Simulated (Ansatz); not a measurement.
**Notes on YTiGe**

```
CELL_PARAMETERS angstrom
4.04483 0.00000 0.00000
0.00000 4.04483 0.00000
0.00000 0.00000 7.62214
ATOMIC_POSITIONS crystal
Y 0.25000 0.25000 0.65800
Y 0.75000 0.75000 0.34200
Ge 0.25000 0.25000 0.25700
Ge 0.75000 0.75000 0.74300
Ti 0.75000 0.25000 0.00000
Ti 0.25000 0.75000 0.00000
```

Single point in Ansatz 0.2.0 with r2SCAN, no spin polarisation. Cutoff 500 eV, PAW datasets, 6×6×4 Γ-centred k mesh, tetrahedron filling.

Metal or insulator?

It is a metal, with about 5.7 states/eV a cell as the mean within 0.25 eV of the Fermi level, mostly Ti d (58 %) and Y d (28 %).

Which atom feels the largest force, and which way?

The largest is on Ge4 (and as large on other atoms): 0.69 eV/Å, components (0.00, 0.00, 0.69). It makes 46° with the line to a nearest neighbour, Ti5 at 2.82 Å.

What do density and ELF say about some of the short contacts?

Ge–Ti at 2.82 Å: least valence density 0.23 e/Å³ and ELF 0.21 there. Ti–Ti at 2.86 Å: least valence density 0.20 e/Å³ and ELF 0.25 there. Y–Ge at 2.93 Å: least valence density 0.21 e/Å³ and ELF 0.19 there. Both are smooth PAW fields, read partly inside the augmentation spheres.

How is the charge shared?

Bader charges in e: Y +1.56, Ti +0.63, Ge -2.19. In the mean Y gives up most and Ge takes most.

What does the stress say?

The pressure is 0.7 GPa (compression positive), so with the atoms held at these fractions the cell would first expand.

Origin: a database entry at a rescaled volume. Caveats: empty levels are not fully converged; forces and stress under tetrahedra may miss the slope of the energy.
